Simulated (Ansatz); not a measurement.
Values for one crystal, relaxed and computed with LDA (plane waves, PAW; program Ansatz); other levels are named.

```yaml
volume_per_atom: 22.52 Å³
electronic_character: metallic (no gap)
Poisson's ratio: 0.26
debye_temperature_from_the_elastic_constants: 383 K
Elastic constants (relaxed ions, GPa): C11 = 111, C12 = 41.1, C13 = 34.5, C33 = 111, C44 = 34.2
Density of states at the Fermi level: 1.9 states/eV per atom (mean over ±0.08 eV)
Young's modulus: 89.2 GPa
```

### Question
Which of these materials gives this?
A) W, bcc (W type)
B) Sc, hcp (Mg type)
C) K, bcc (W type)
D) Re, hcp (Mg type)

### Answer
B, Sc, hcp (Mg type)

Space group P6_3/mmc (hcp (Mg type)). The LDA relaxation kept the symmetry of its start. No spin polarisation was allowed. As this level gives no gap, shear constants depend on the k-mesh and smearing (Fermi–Dirac, 0.1 eV here). On the denser mesh and wider smearing of the elastic run this cell carries a stress of 0.5 GPa.

Potentials: the later of the program's two PAW sets.
